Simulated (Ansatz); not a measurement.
The elements of this relaxed trial crystal are hidden behind letters.

```
lattice vectors (Å)
   5.7085    0.0000    0.0000
   0.0000    5.7085    0.0000
   0.0000    0.0000    2.8575
fractional positions
X 0.7475 0.7475 0.0000
X 0.7475 0.2525 0.0000
X 0.2525 0.7475 0.0000
X 0.2525 0.2525 0.0000
Z 0.5000 0.5000 0.5000
Q 0.5000 0.0000 0.5000
Q 0.0000 0.5000 0.5000
Q 0.0000 0.0000 0.5000
```

These are results of Ansatz, DFT PBE, scalar-relativistic, plane waves, PAW, not measurements. Plane waves to 420 eV, an 8×8×14 mesh through Γ for the 8-atom cell and 0.10 eV Gaussian smearing; no spin polarisation.

```
Space group                               : P4/mmm (No. 123)
Conventional cell                         : a = 5.708 Å, c = 2.857 Å
Volume per atom                           : 11.64 Å³
Density                                   : 6.07 g/cm³
Energy over the elements                  : −0.53 eV/atom
Gap on the 8×8×14 mesh of the 8-atom cell : 0 eV (a metal)
```

Energies are uncorrected and count from the elements' standard states at the same level.

Question: X is a p-block element of period 3, Z is a d-block element of period 4 and Q is a d-block element of period 4. Which elements are they?

Answer: X = Al, Z = Fe, Q = Co, so the formula is Al4FeCo3. Density times volume gives a mean mass of 6.07 × 11.64/1.6605 = 42.6 u per atom, and this set has 42.6 u. Al has 2 Fe at 2.46 Å, 6 Co at 2.47–2.49 Å and 6 Al at 2.83–2.88 Å; Fe is surrounded by 8 Al at 2.46 Å, 4 Co at 2.85 Å and 2 Fe at 2.86 Å; around Co on a site of symmetry mmm lie 8 Al at 2.47 Å, 2 Fe at 2.85 Å and 4 Co at 2.85–2.86 Å; 1 more site not described. Other sets within the hints have nearly the same mass, so mass alone doesn't settle it; this one was computed.

Trial moments died out on the coarse mesh, so the last step has no spin; another magnetic start might hold. A later test with randomly moved atoms came back to the same energy, though modes that don't fit the test's cell weren't probed.
